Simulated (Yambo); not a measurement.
G0W0@PBEsol for K$_{2}$PdBr$_{4}$ (space group P4/mmm, No. 123) in Yambo. Reference settings: 2×2×2 Γ-centred k mesh, bands 5 to 335 and a 7 Ry block in the screening, 335 bands in G with the Bruneval-Gonze terminator, plasmon pole fitted at 27.2 eV. The PBEsol gap X → M on this mesh is 1.11 eV; G0W0 gaps are taken between the same points.

The settings were changed. The gap went from 3.26 eV to 3.27 eV, and the shift of the valence edge from -1.12 eV to -0.95 eV.

Question: Which change was made?
A) 122 bands in G
B) no terminator
C) 213 bands in G, no terminator
D) 2 Ry block

Answer: B, no terminator. The others gave (gap, valence shift): 122 bands in G: 3.26, -1.07 eV; 2 Ry block: 3.47, -1.08 eV; 213 bands in G, no terminator: 3.26, -0.79 eV. In the run with 335 bands and a 7 Ry block, which covers more k points, the smallest G0W0 gap is 3.22 eV, A → M.

Spin-orbit coupling is not included.

Geometry of the Materials Project entry, not relaxed at this level; primitive cell a = b = 7.432 Å, c = 4.332 Å, α = β = γ = 90.00°.

A shift is the quasiparticle energy of the state minus its PBEsol energy.
